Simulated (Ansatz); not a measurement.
Single point in Ansatz 0.2.0 with r2SCAN, with U_eff = 3.3 eV on Ni d, U_eff = 1.74 eV on W d (all-electron-ortho-atomic projectors), no spin polarisation. Cutoff 500 eV, PAW datasets, 7×7×7 Γ-centred k mesh, fermi-dirac filling (width 0.1 eV).

Computed maps in the lattice plane spanned by b (left to right, 5.66 Å, 17 points from zero) and c (bottom to top, 5.66 Å, 17 points from zero), 60° apart, at height 0.250 along a. The fields are smooth PAW ones with compensation charges, not the true ones near nuclei.

Valence density. Digits on a logarithmic scale: 0 up to 0.03 e/Å³, each further digit a factor of 1.6, 9 from 1.3 e/Å³ up:
```
44565444445654444
45788753457887544
46899975458999754
35799997557999974
33699998656999985
32469998655799986
43346787655567875
44444555555555554
56776544456665444
57888753457887534
68989975458999754
58976897557999974
46885698646999985
45798788744699986
33578998743467875
32356887643235654
33344565544333444
```

Q: The cell is Ba2NiWO6. Which atoms lie within 0.2 Å of this plane, and where (fractions of b and c)?

A: Ba at (0.25, 0.25), O at (0.74, 0.26), O at (0.74, 0.74), O at (0.26, 0.74). The whole cell:
```
Ba Ni O W
1.0
     0.00000    4.00422    4.00422
     4.00422    0.00000    4.00422
     4.00422    4.00422    0.00000
Ba Ni O W
2 1 6 1
Direct
  0.25000 0.25000 0.25000
  0.75000 0.75000 0.75000
  0.00000 0.00000 0.00000
  0.73750 0.26250 0.26250
  0.26250 0.73750 0.26250
  0.26250 0.73750 0.73750
  0.73750 0.26250 0.73750
  0.26250 0.26250 0.73750
  0.73750 0.73750 0.26250
  0.50000 0.50000 0.50000
```

Origin: a known structure type with other elements, at an estimated volume, so it need not be a known compound. Caveats: no spin polarisation, so a magnetic state may lie lower.
